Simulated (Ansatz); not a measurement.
**Hf: pressure against volume, fitted**

```xyz
1
Lattice="0.0000 2.2200 2.2200 2.2200 0.0000 2.2200 2.2200 2.2200 0.0000" Properties=species:S:1:pos:R:3 pbc="T T T"
Hf    0.0000    0.0000    0.0000
```

The geometry is COD entry 1534929, unchecked; take it as a test cell.

Spin–orbit coupling is left out, though it moves levels of the heavy atoms by tenths of an eV or more.

The calculation used DFT, LDA, all-electron LAPW, scalar-relativistic in Ansatz 0.2.0.

The runs use a Γ-centred 13×13×13 k mesh, Fermi–Dirac smearing of 0.03 eV, basis error target 1 meV/atom, no spin polarisation.

The cell is scaled evenly. Fractional coordinates are held (clamped ions).

| V (Å³/atom) | P (GPa) |
| --- | --- |
| 20.569 | 1.31 |
| 21.007 | -1.16 |
| 21.444 | -3.42 |
| 21.663 | -4.47 |
| 21.882 | -5.48 |
| 22.101 | -6.44 |
| 22.320 | -7.36 |
| 23.195 | -10.65 |

(1) Fit a third-order Birch–Murnaghan curve to the pressures.

(2) Predict the pressure at the withheld volume, 22.757 Å³/atom.

Answers

(1) P = (3B0/2)(y^(7/2) − y^(5/2))[1 + (3/4)(B0′ − 4)(y − 1)] with y = (V0/V)^(2/3) fits within 0.01 GPa for V0 = 20.796 Å³/atom, B0 = 117.2 GPa and B0′ = 3.33.

(2) There y = 0.9417, so the fit gives -9.08 GPa; the run gave -9.08 GPa.
